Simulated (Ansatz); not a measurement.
An Ansatz (a quantum-chemistry and plane-wave program) run. Input:

Ansatz 0.2 input:
```yaml
crystal:
  lattice:
    - [5.4141377621, 0.0, 0.0]
    - [0.0, 5.4141377621, 0.0]
    - [0.0, 0.0, 3.3033924141]
  atoms:
    - { symbol: Zr, position: [0.296526787, 0.296526787, 0.0] }
    - { symbol: Zr, position: [0.703473213, 0.703473213, 0.0] }
    - { symbol: Zr, position: [0.203473213, 0.796526787, 0.5] }
    - { symbol: Zr, position: [0.796526787, 0.203473213, 0.5] }
    - { symbol: N, position: [0.0, 0.0, 0.0] }
    - { symbol: N, position: [0.5, 0.5, 0.5] }
kpoints:
  mp_grid: { grid: [6, 6, 9] }
  band_path:
    path:
      - [[0.0, 0.0, 0.0], [0.0, 0.5, 0.0], [0.5, 0.5, 0.0], [0.0, 0.0, 0.0], [0.0, 0.0, 0.5], [0.0, 0.5, 0.5], [0.5, 0.5, 0.5], [0.0, 0.0, 0.5]]  # Γ-X-M-Γ-Z-R-A-Z
      - [[0.0, 0.5, 0.0], [0.0, 0.5, 0.5]]  # X-R
      - [[0.5, 0.5, 0.0], [0.5, 0.5, 0.5]]  # M-A
    npoints: 8
hamiltonian:
  xc: r2scan
  pseudopotentials: { kind: paw }
magnetization: { noncollinear: true, spin_orbit: true }
scf:
  n_extra_bands: 12
  convergence: { dr2_threshold: 0.0000000001 }
  occupations: { method: gaussian, width: 0.05 }
output: { eigenvalues: true }
```

Output (shortened):

```
Pseudopotential: Zr, paw_fr, valence charge 12
Pseudopotential: N, paw_fr, valence charge 5
Functional definition: r2SCAN
non-collinear run that drives no moment, with spin-orbit …
Crystal: 6 atoms, lattice volume = 96.832 Å³
Basis set: ecut = 500 eV, 2457 PW (Γ), exchange–correlation on 160×160×100 points (64 copies of the dense FFT grid, shifted against one another)
Bands: 70, of which v1, the nominal top of the filled ones, is band 58 counted from 1 (57 counted from 0)
Symmetry: 16 space group operations + 16 with time reversal
k-points: 50 of 324
Projection manifold: j_resolved (fully-relativistic pseudo-atomic orbitals)
iter 1 solved again at ethr=1.18e-3 eV; its pass at ethr=3.10e-3 eV (dr2=6.85e-1 eV) is discarded
SCF iter   1: F=—  HF=-17537.406680 eV  |F-HF|=—  |Δ(HF+E_count)|=         —  Δρ=3.01e-2  dr2=6.88e-1  dr2_τ=4.59e-2  dr2_m=0.00e0 (ungated)  ethr=1.18e-3  |M|=0.00e0 ∫|m|=0.00e0 μB  |m|>n=0.0e0 m-floor=0.0e0 τ_xc=0.0e0  β_m=0.30  ⟨swp⟩=1.5  Hψ=10679  notcnv=0…
preconditioner: auto → Resta (q_TF=auto, 2.505 Å⁻¹)
spin=Noncollinear: Resta preconditioning applied to the charge; magnetization (m_x, m_y, m_z) channels mix plain (no charge-response kernel on spin).
SCF iter   2: F=—  HF=-17537.836292 eV  |F-HF|=—  |Δ(HF+E_count)|=   4.30e-1  Δρ=2.35e-2  dr2=4.44e-1  dr2_τ=4.26e-3  dr2_m=0.00e0 (ungated)  ethr=1.18e-3  |M|=0.00e0 ∫|m|=0.00e0 μB  |m|>n=0.0e0 m-floor=0.0e0 τ_xc=0.0e0  β_m=0.65  ⟨swp⟩=3.0  Hψ=3290  notcnv=0
preconditioner: auto → Kerker (q_TF=auto, 2.505 Å⁻¹)
spin=Noncollinear: Kerker preconditioning applied to the charge; magnetization (m_x, m_y, m_z) channels mix plain (no charge-response kernel on spin).
SCF iter   3: F=—  HF=-17537.941851 eV  |F-HF|=—  |Δ(HF+E_count)|=   1.06e-1  Δρ=1.12e-2  dr2=1.44e-1  dr2_τ=7.38e-3  dr2_m=0.00e0 (ungated)  ethr=7.65e-4  |M|=0.00e0 ∫|m|=0.00e0 μB  |m|>n=0.0e0 m-floor=0.0e0 τ_xc=0.0e0  β_m=0.53  ⟨swp⟩=3.0  Hψ=3416  notcnv=0  defer=2
SCF iter   4: F=—  HF=-17537.921341 eV  |F-HF|=—  |Δ(HF+E_count)|=   2.05e-2  Δρ=4.45e-3  dr2=2.52e-2  dr2_τ=3.83e-4  dr2_m=0.00e0 (ungated)  ethr=2.48e-4  |M|=0.00e0 ∫|m|=0.00e0 μB  |m|>n=0.0e0 m-floor=0.0e0 τ_xc=0.0e0  β_m=0.77  ⟨swp⟩=2.0  Hψ=2718  notcnv=0  defer=204
SCF iter   5: F=—  HF=-17537.918323 eV  |F-HF|=—  |Δ(HF+E_count)|=   3.02e-3  Δρ=1.80e-3  dr2=3.24e-3  dr2_τ=5.70e-5  dr2_m=0.00e0 (ungated)  ethr=4.35e-5  |M|=0.00e0 ∫|m|=0.00e0 μB  |m|>n=0.0e0 m-floor=0.0e0 τ_xc=0.0e0  β_m=0.88  ⟨swp⟩=2.0  Hψ=2376  notcnv=0  defer=204
SCF iter   6: F=—  HF=-17537.917946 eV  |F-HF|=—  |Δ(HF+E_count)|=   3.77e-4  Δρ=4.54e-4  dr2=1.96e-4  dr2_τ=1.76e-6  dr2_m=0.00e0 (ungated)  ethr=5.59e-6  |M|=0.00e0 ∫|m|=0.00e0 μB  |m|>n=0.0e0 m-floor=0.0e0 τ_xc=0.0e0  β_m=0.94  ⟨swp⟩=2.0  Hψ=2166  notcnv=0  defer=204
SCF iter   7: F=—  HF=-17537.917931 eV  |F-HF|=—  |Δ(HF+E_count)|=   1.46e-5  Δρ=5.46e-5  dr2=2.45e-6  dr2_τ=4.23e-8  dr2_m=0.00e0 (ungated)  ethr=3.38e-7  |M|=0.00e0 ∫|m|=0.00e0 μB  |m|>n=0.0e0 m-floor=0.0e0 τ_xc=0.0e0  β_m=0.97  ⟨swp⟩=2.0  Hψ=2205  notcnv=0  defer=204
SCF iter   8: F=—  HF=-17537.917725 eV  |F-HF|=—  |Δ(HF+E_count)|=   2.07e-4  Δρ=8.35e-6  dr2=4.81e-8  dr2_τ=8.04e-10  dr2_m=0.00e0 (ungated)  ethr=4.22e-9  |M|=0.00e0 ∫|m|=0.00e0 μB  |m|>n=0.0e0 m-floor=0.0e0 τ_xc=0.0e0  β_m=0.99  ⟨swp⟩=2.0  Hψ=2846  notcnv=0  defer=228
SCF iter  11: F=-17537.917725 eV  HF=-17537.917725 eV  |F-HF|=1.09e-11  |Δ(HF+E_count)|=  5.09e-11  Δρ=7.77e-8  dr2=4.09e-12  dr2_τ=5.83e-14  dr2_m=0.00e0 (ungated)  ethr=1.00e-12  |M|=0.00e0 ∫|m|=0.00e0 μB  |m|>n=0.0e0 m-floor=0.0e0 τ_xc=0.0e0  ⟨swp⟩=8.1  Hψ=4945  notcnv=0
SCF 1 converged in 11 iterations: F = -17537.917725 eV  dr2 = 4.09e-12
NSCF: frozen V_eff on 75 k-points
SCF converged after 11 iterations
Magnetization: |M| = 0.0000 μB,  M = (+0.0000, +0.0000, +0.0000) μB
Absolute magnetization: 0.0000 μB (∫|m|)
  site 0: m = (+0.0000, +0.0000, +0.0000) μB, |m| = 0.0000 μB  (R = 0.94 Å)
  site 1: m = (+0.0000, +0.0000, +0.0000) μB, |m| = 0.0000 μB  (R = 0.94 Å)
  site 2: m = (+0.0000, +0.0000, +0.0000) μB, |m| = 0.0000 μB  (R = 0.94 Å)
  site 3: m = (+0.0000, +0.0000, +0.0000) μB, |m| = 0.0000 μB  (R = 0.94 Å)
  site 4: m = (+0.0000, +0.0000, +0.0000) μB, |m| = 0.0000 μB  (R = 0.94 Å)
  site 5: m = (+0.0000, +0.0000, +0.0000) μB, |m| = 0.0000 μB  (R = 0.94 Å)
Free energy (F): -17537.917725 eV
Harris-Foulkes:  -17537.917725 eV  (|F-HF|=1.09e-11)
Internal energy: -17537.912982 eV  (E = F + TS)
E sigma→0 (E₀):  -17537.915353 eV
Entropy (-TS):   -0.004743 eV (-0.790 meV/atom)
Fermi energy:    15.072773 eV
--- Per-component energies (eV) ---
  E_band       = -332.503866
  E_kinetic    = 1597.084655
  E_local      = -2735.755518  (includes V_loc(G=0)·N_el)
  E_nonlocal   = 403.339309
  E_hartree    = 860.940991
  E_xc         = -745.530073
  E_vxc        = -1017.694196  (∫ρ·V_xc dr)
  E_paw        = -12119.468488  (= ΣΔE_a)
  E_vpaw       = -360.622476  (= ΣTr[D̂ρ^β])
  E_aug_tail   = 0.000070  (compensation charges beyond the density's cutoff)
  E_vtau       = 59.262297  (kinetic-family band-sum trace: ∫τ·v_τ [+ j·A + Jᵃ·Aᵃ] dr)
  E_ewald      = -4797.804941
  E_core_change = -0.718986  (= ΣΔE_core)
  E_smearing   = -0.004743  (= −TS)
  E_closure    = 0.000000  (closes the sum)
  Σ components = -17537.917725   (vs F -17537.917725, Δ=0.00e0)
  [band-id]    e_kinetic+e_local+e_nonlocal+2·e_hartree+e_vxc+e_vpaw+e_augmentation_tail+e_vtau = -332.503879   (vs E_band -332.503866, Δ=-1.28e-5)
--- Band table (eV; the first three rows and the last of 50) ---
  k-point 0: bands = ["-35.4446", "-35.4446", "-35.2978", "-35.2978", "-35.2978", "-35.2978", "-35.2376", "-35.2376", "-14.2141", "-14.2141", "-14.0700", "-14.0700", "-13.9283", "-13.9283", "-13.5554", "-13.5554", "-12.5204", "-12.5204", "-12.4545", …
  k-point 1: bands = ["-35.4339", "-35.4339", "-35.2935", "-35.2935", "-35.2934", "-35.2934", "-35.2392", "-35.2392", "-14.2028", "-14.2028", "-14.0612", "-14.0612", "-13.9329", "-13.9329", "-13.5874", "-13.5874", "-12.5402", "-12.5402", "-12.4285", …
  k-point 2: bands = ["-35.4047", "-35.4047", "-35.2823", "-35.2823", "-35.2823", "-35.2823", "-35.2456", "-35.2456", "-14.1753", "-14.1753", "-14.0386", "-14.0386", "-13.9502", "-13.9502", "-13.6770", "-13.6770", "-12.5809", "-12.5809", "-12.3575", …
  k-point 49: bands = ["-35.2993", "-35.2993", "-35.2993", "-35.2993", "-35.2656", "-35.2656", "-35.2656", "-35.2656", "-14.1271", "-14.1271", "-14.1271", "-14.1271", "-13.9890", "-13.9890", "-13.9890", "-13.9890", "-12.5287", "-12.5287", "-12.5287", …
```

Cost: roughly 7 core-minutes on shared cores.

Space group P4_2/mnm (anti-rutile). The workflow started from a Materials Project entry (that database holds measured and hypothetical structures alike); the Crystallography Open Database copy checked does not list it. Whether it is the stable phase at ambient conditions was not checked. The cell was relaxed with r²SCAN under the symmetry of its start; of distortions, only those at the zone centre were tested. No spin polarisation was allowed.

Potentials: the later of the program's two PAW sets.

Ansatz is a plane-wave DFT program.
